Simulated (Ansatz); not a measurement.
K₂S (anti-fluorite, Fm-3m), plane-wave PAW LDA (Ansatz code). The conduction-band minimum lies at Γ, with 1 equivalent valley. Second derivatives d²E/dk² of the lowest band at one valley (eV·Å²), along Cartesian directions:

```csv
direction,d²E/dk²
[100],22.42
[010],22.42
[001],22.42
[110],22.42
[101],22.42
[011],22.42
```

**Question.** Find the principal effective masses, the density-of-states mass and the conductivity mass.

**Answer.** Off-diagonal terms follow from H_xy = H[110] − (H_xx + H_yy)/2, and m*/mₑ = 7.620 eV·Å² over each eigenvalue: 0.34, 0.34, 0.34. One valley's DOS mass (m₁m₂m₃)^(1/3) = 0.34, conductivity mass 3/(Σ 1/mᵢ) = 0.34 mₑ.

**Question.** What effective density of states Nc follows at 300 K for parabolic valleys?

**Answer.** Nc = 2.509e19 × 1 × (0.34)^(3/2) ≈ 5.0e18 cm⁻³.

**Question.** With the computed static dielectric constant 5.78 (mean of the diagonal), estimate a hydrogenic donor's binding energy and radius.

**Answer.** E = 13.606 eV × 0.34/5.78² ≈ 140 meV; a = 0.529 Å × ε/m* ≈ 9.0 Å. Semilocal masses tend to be too small where the gap is.

Symmetry was held in the LDA relaxation; phonons on a q-mesh show no instability.

Potentials: the later of the program's two PAW sets.
